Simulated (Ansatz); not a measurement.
LiNbO$_{3}$:
Space group R-3c, hexagonal axes (No. 167); a = b = 5.1844 Å, c = 13.6895 Å, α = β = 90.00°, γ = 120.00°

```csv
atom,site,symmetry,x,y,z
Li,6a,32,0.0000,0.0000,0.2500
Nb,6b,-3.,0.0000,0.0000,0.0000
O,18e,.2,0.3784,0.3784,0.2500
```
(The calculation used a cell of 10 atoms; values per cell refer to that cell.)

This is the r²SCAN-relaxed structure.

Task: All from the program Ansatz at the r²SCAN level (PAW), unless another level is named. Estimate the hole effective mass.

Result: 1.4, 2.0, 2.1 mₑ (principal values).

Task: Next, the electron effective mass?

Result: 0.34, 0.56, 6.8 mₑ (principal values).

The first step of the workflow began from a Materials Project structure, measured or hypothetical; the Crystallography Open Database files this formula in space group No. 167, but the cells were not matched. It is not the phase usual at ambient conditions (space group No. 161). The r²SCAN relaxation kept the symmetry of its start. At this level the phase is dynamically unstable (imaginary phonons). No spin polarisation was allowed. Scalar-relativistic: spin–orbit coupling is off unless named, which matters more the heavier the elements.

Potentials: the earlier of the program's two PAW sets.

Edges and masses are those of Kohn–Sham bands, whose gap is no quasiparticle gap.
